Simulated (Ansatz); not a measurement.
All-electron LAPW in Ansatz 0.2.0 under PBEsol, scalar-relativistic, energies extrapolated to zero smearing. Slabs are 1×1 cells cut from bulk crystals relaxed on PAW files, with atoms then relaxed, 16 to 20 Å of vacuum, a dipole correction, k spacings of 0.16 to 0.26 Å⁻¹ and smearing of 0.02 to 0.1 eV, without spin–orbit coupling or spin polarisation. The bulk type named needn't be the stable one, and no reconstruction is allowed.

| slab | area (Å²) | γ (J/m²) | Φ (eV) | Δd12 (%) |
| --- | --- | --- | --- | --- |
| fcc Cu (110), 4 layers | 8.98 | 1.95 | 4.57 | -12.1 |
| fcc Cu (111), 6 layers | 5.50 | ? | 4.98 | -0.9 |
| fcc Cu (110), 5 layers | 8.98 | 1.93 | 4.49 | -9.4 |
| fcc Cu (110), 1 layer | 8.98 | 2.06 | 5.12 | – |
| fcc Cu (111), 5 layers | 5.50 | ? | 4.95 | -0.9 |
| fcc Cu (111), 7 layers | 5.50 | 1.66 | 4.95 | -1.0 |

Task: Give the missing entry: row "fcc Cu (111), 5 layers", column "γ (J/m²)".

Result: 1.67.

Task: Give the missing entry: row "fcc Cu (111), 6 layers", column "γ (J/m²)".

Result: 1.65.
